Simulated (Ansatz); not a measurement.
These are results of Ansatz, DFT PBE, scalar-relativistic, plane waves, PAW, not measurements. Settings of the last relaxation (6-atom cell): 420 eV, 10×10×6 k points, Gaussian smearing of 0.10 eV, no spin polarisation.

Formation energies are uncorrected and count from the elements' standard states at the same level.

Question: Suggest a trial structure for a tetragonal metal that holds Al and 1 more element, with a formation energy near −0.62 eV/atom and a density near 5.62 g/cm³, in a cell of 6 atoms. Its symmetry should be P4/nmm (No. 129).

Answer: Al2Rh, space group P4/nmm (No. 129). Al on a site of symmetry -4m2 is surrounded by 4 Rh at 2.54 Å and 4 Al at 2.55 Å; Al on a site of symmetry 4mm is surrounded by 5 Rh at 2.61–2.72 Å; around Rh lie 9 Al at 2.54–2.72 Å.

```cif
data_structure
_symmetry_space_group_name_H-M 'P4/nmm:1'
_symmetry_Int_Tables_number 129
_cell_length_a 3.6096
_cell_length_b 3.6096
_cell_length_c 7.1193
_cell_angle_alpha 90.000
_cell_angle_beta 90.000
_cell_angle_gamma 90.000
_cell_volume 92.76
loop_
_atom_site_label
_atom_site_type_symbol
_atom_site_symmetry_multiplicity
_atom_site_Wyckoff_symbol
_atom_site_fract_x
_atom_site_fract_y
_atom_site_fract_z
_atom_site_occupancy
Al1 Al 2 a 0.00000 0.00000 0.00000 1
Al2 Al 2 c 0.00000 0.50000 0.38141 1
Rh1 Rh 2 c 0.00000 0.50000 0.74867 1
```

The volume per atom is 15.46 Å³. The density is 5.62 g/cm³, the energy over the elements is −0.62 eV/atom and the gap on the 10×10×6 mesh of the 6-atom cell is 0 eV (a metal).

It was reached by relaxing an invented guess, and it needn't be the stable form of this composition. The answer needn't be unique; the calculation gave this one.

A structure relaxed within its symmetry needn't be a true minimum. Another cell of Al2Rh relaxed alike, in P4/mmm, lies 65 meV/atom lower, so this cell isn't the stable form at this level.
